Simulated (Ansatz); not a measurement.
# Tc (hcp)

Level of theory: DFT, PBE, scalar-relativistic, no spin polarisation; plane waves to 600 eV with PAW datasets (Ansatz 0.2.0), Γ-centred 18×18×10 mesh, 0.05 eV Gaussian smearing; PAW files: Ansatz's generated set soft_2.

```cif
data_structure
_symmetry_space_group_name_H-M 'P6_3/mmc'
_symmetry_Int_Tables_number 194
_cell_length_a 2.7521
_cell_length_b 2.7521
_cell_length_c 4.4006
_cell_angle_alpha 90.000
_cell_angle_beta 90.000
_cell_angle_gamma 120.000
_cell_volume 28.86
loop_
_atom_site_label
_atom_site_type_symbol
_atom_site_symmetry_multiplicity
_atom_site_Wyckoff_symbol
_atom_site_fract_x
_atom_site_fract_y
_atom_site_fract_z
_atom_site_occupancy
Tc1 Tc 2 d 0.33333 0.66667 0.75000 1
```

Task: Which orbitals carry the states at the Fermi level, and how many states are there?

Result: Within 0.1 eV of it: Tc 4d 93 % (shares among the projected shells). The density of states at the Fermi level is about 1.9 states/eV per cell, averaged over 0.3 eV.

Density of states (tetrahedra, averaged over 0.5 eV; states/eV per cell of 2 atoms; energy in eV from the Fermi level; projections on Löwdin-orthogonalised atomic orbitals, summed over sites):

```
    E  total  Tc 4d  Tc 5s  Tc 4p  Tc 4s
-6.60   0.11   0.00   0.09   0.00   0.01
-6.10   0.17   0.01   0.15   0.00   0.01
-5.60   0.35   0.11   0.22   0.01   0.02
-5.10   2.02   1.45   0.52   0.02   0.03
-4.60   3.00   2.45   0.51   0.02   0.02
-4.10   2.22   1.88   0.30   0.02   0.01
-3.60   2.59   2.29   0.24   0.03   0.00
-3.10   2.33   2.15   0.12   0.02   0.00
-2.60   2.23   2.02   0.15   0.02   0.00
-2.10   2.17   2.01   0.10   0.01   0.00
-1.60   2.97   2.74   0.15   0.02   0.00
-1.10   3.08   2.85   0.15   0.02   0.00
-0.60   3.10   2.81   0.17   0.02   0.00
-0.10   2.19   1.96   0.13   0.01   0.00
 0.40   1.74   1.56   0.10   0.01   0.00
 0.90   1.56   1.42   0.06   0.00   0.00
 1.40   1.49   1.39   0.05   0.00   0.00
 1.90   1.80   1.70   0.05   0.00   0.00
 2.40   2.61   2.50   0.07   0.00   0.00
 2.90   3.54   3.40   0.10   0.00   0.00
 3.40   1.25   1.09   0.13   0.00   0.00
 3.90   0.55   0.33   0.16   0.00   0.00
```
